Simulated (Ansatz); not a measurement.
TaW3:
```yaml
crystal:
  lattice:
    - [0.00000, 3.17879, 3.17879]
    - [3.17879, 0.00000, 3.17879]
    - [3.17879, 3.17879, 0.00000]
  atoms:
    - { symbol: Ta, position: [0.00000, 0.00000, 0.00000] }
    - { symbol: W, position: [0.25000, 0.25000, 0.25000] }
    - { symbol: W, position: [0.75000, 0.75000, 0.75000] }
    - { symbol: W, position: [0.50000, 0.50000, 0.50000] }
```

Relaxed with PBEsol. Special points in fractions of this cell's reciprocal vectors: Γ (0.000, 0.000, 0.000); X (0.500, 0.000, 0.500); U (0.625, 0.250, 0.625); K (0.375, 0.375, 0.750); L (0.500, 0.500, 0.500); W (0.500, 0.250, 0.750).

**Question.** List the band energies nearest the Fermi level at these points for the program Ansatz at the PBEsol level (PAW).

**Answer.** In eV from the Fermi level; about four levels below and three above (degenerate sets whole), none deeper than 8.9 eV; points with the same levels are listed once.

```json
[
 {"k": "Γ", "below": "-2.28 -2.28 -2.28 -0.48 -0.48 -0.48", "above": "2.78 2.78 3.70 3.70"},
 {"k": "X", "below": "-2.34 -2.05 -0.03 -0.03", "above": "0.39 0.39 1.30 1.30"},
 {"k": "U", "below": "-0.96 -0.89 -0.70 -0.27", "above": "0.92 1.12 1.51"},
 {"k": "L", "below": "-2.45 -2.45 -2.08 -2.08", "above": "2.67 2.67 3.27 3.27"},
 {"k": "W", "below": "-1.52 -1.51 -1.51 -1.15", "above": "1.54 1.75 1.75"}
]
```

Space group Fm-3m. The workflow started from a Materials Project entry (that database holds measured and hypothetical structures alike); the Crystallography Open Database copy checked does not list it. With Ta and W taken as one species the cell has the higher symmetry Im-3m, so it may be an ordered model of a mixed-site phase. Its standing as an ambient phase is unchecked. The cell was relaxed with PBEsol under the symmetry of its start; its stability against distortions is not shown here. The run is not spin-polarised. Spin–orbit coupling is left out wherever it is not named.

Potentials: the later of the program's two PAW sets.
